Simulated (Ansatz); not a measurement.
Relaxed CuPd (CsCl type):

```yaml
crystal:
  lattice:
    - [5.85952, 0.00000, 0.00000]
    - [2.92976, 2.92976, 0.00000]
    - [0.00000, 0.00000, 2.92976]
  atoms:
    - { symbol: Cu, position: [0.00000, 0.00000, 0.00000] }
    - { symbol: Cu, position: [0.50000, 0.00000, 0.00000] }
    - { symbol: Pd, position: [0.00000, 0.50000, 0.50000] }
    - { symbol: Pd, position: [0.50000, 0.50000, 0.50000] }
```

A phonon eigenvector at M = (0.5, 0.5, 0.0) is frozen into this cell: atom i moves by Q times the vector below, so Q is the largest atomic displacement, in Å. The cell is held. (q is in reciprocal vectors of the primitive cell; the cell shown is doubled to hold the pattern.)

```csv
atom,x,y,z
Pd3,0.000,0.000,-1.000
Pd4,0.000,0.000,1.000
```

Atoms not listed stay in place.

Level of theory: LDA (plane waves to 420 eV, PAW, scalar-relativistic; Ansatz, an electronic-structure program). k mesh 16×16×16 (Γ-centred), Fermi-Dirac smearing 0.05 eV. E stands for the smeared free energy. With partly filled bands, energies and forces of such displacements shift with the k mesh and the smearing. CuPd is run without spin polarisation. CuPd was relaxed with its symmetry unable to fall. The zero of ΔE is the undisplaced structure.

```tsv
Q (Å)	ΔE (meV/cell)
-0.280	584
-0.187	257
-0.093	64
0.000	0
0.093	64
0.187	257
0.280	584
```

Problem. Which DFPT wavenumber at M = (0.5, 0.5, 0.0) belongs to this mode?
A) 50 cm⁻¹
B) 255 cm⁻¹
C) 138 cm⁻¹
D) 189 cm⁻¹

Solution. C, 138 cm⁻¹. The curvature of the scan gives 137 cm⁻¹

(A displaced cell: forces are minus the slopes of the energy, force constants its curvatures, and phonons follow from these.)
